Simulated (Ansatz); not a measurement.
Data:

Ru:
```yaml
crystal:
  lattice:
    - [2.67876, 0.00000, 0.00000]
    - [-1.33938, 2.31988, 0.00000]
    - [0.00000, 0.00000, 8.60696]
  atoms:
    - { symbol: Ru, position: [0.00000, 0.00000, 0.00000] }
    - { symbol: Ru, position: [0.66667, 0.33333, 0.25000] }
    - { symbol: Ru, position: [0.00000, 0.00000, 0.50000] }
    - { symbol: Ru, position: [0.33333, 0.66667, 0.75000] }
```

This is the PBEsol-relaxed structure.

Question: All from the program Ansatz at the PBEsol level (PAW), unless another level is named. Predict the density of states at the Fermi level.

Answer: 1.1 states/eV per atom (mean over ±0.08 eV).

Question: What about the gap with spin–orbit coupling?

Answer: none (metallic).

Space group P6_3/mmc (dhcp (α-La type)). The start of the workflow was typed in or built on a structure type. Its sites differ from those of the usual phase in this space group: another stacking or structure type. Symmetry was held in the PBEsol relaxation; of distortions, only those at the zone centre were tested. The run is not spin-polarised. Scalar-relativistic: spin–orbit coupling is off unless named, which matters more the heavier the elements.

Potentials: the later of the program's two PAW sets.
